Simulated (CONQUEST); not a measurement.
Consider a self-consistent single point of CdSe (Cmc2_1, 8 atoms in the cell; from Materials Project mp-1070, changed as shown).

```xyz
8
Lattice="4.3461 0.0000 0.0000 0.0000 7.6029 0.0000 0.0000 0.0000 7.0898" Properties=species:S:1:pos:R:3 pbc="T T T"
Cd     2.1730     1.2672     3.5446
Cd     0.0000     2.5343     7.0895
Cd     0.0000     5.0686     3.5446
Cd     2.1730     6.3358     7.0895
Se     2.1730     1.2672     6.2101
Se     0.0000     2.5343     2.6651
Se     0.0000     5.0686     6.2101
Se     2.1730     6.3358     2.6651
```

Level of theory: PBE, numerical atomic orbitals double-zeta with polarisation (the shipped basis), PseudoDojo norm-conserving potentials made for PBE run with CONQUEST.

CONQUEST settings:

basis: DZP
Diag.MPMeshX, Y, Z: 6 3 4
potentials: PseudoDojo norm-conserving PBE
Grid.GridCutoff: 175 Ha
DM.SolutionMethod: diagon
Diag.SmearingType: 1
Diag.kT: 0.001837 Ha
Diag.GammaCentred: true
Diag.MPOrder: 0
minE.SCTolerance: 1.0e-06
SC.MaxIters: 100
SC.LinearMixingFactor: 0.3
SC.KerkerPreCondition: true
SC.KerkerFactor: 0.1 1/bohr
AtomMove.TypeOfRun: static

Results:

Number of valence electrons: 144
Number of bands: 148
Number of k-points after the program's reduction: 50
Size of the basis: 148
Number of SCF iterations: 7
FFT grid: 60 × 96 × 80
Free energy E − TS: -32282.8738 eV
Pressure: 1.47 GPa

Stress (GPa, positive for compression):
```
1.67  0.00  0.00
0.00  1.03  0.00
0.00  0.00  1.72
```

For comparison: a first run was changed to give this one (lattice vector b scaled by 1.01), and from it to this one the free energy falls by 2.7 meV/atom and the pressure goes from 1.99 to 1.47 GPa.

The program uses no crystal symmetry, so grid and mesh can part values that symmetry would make equal. The atom-centred basis is finite, which shifts total energies and pressures against plane waves. The structure comes from a collection of computed structures, made at another level of theory; the collection holds predicted forms beside known ones.

Cost on one core: roughly 2.3 core-minutes.
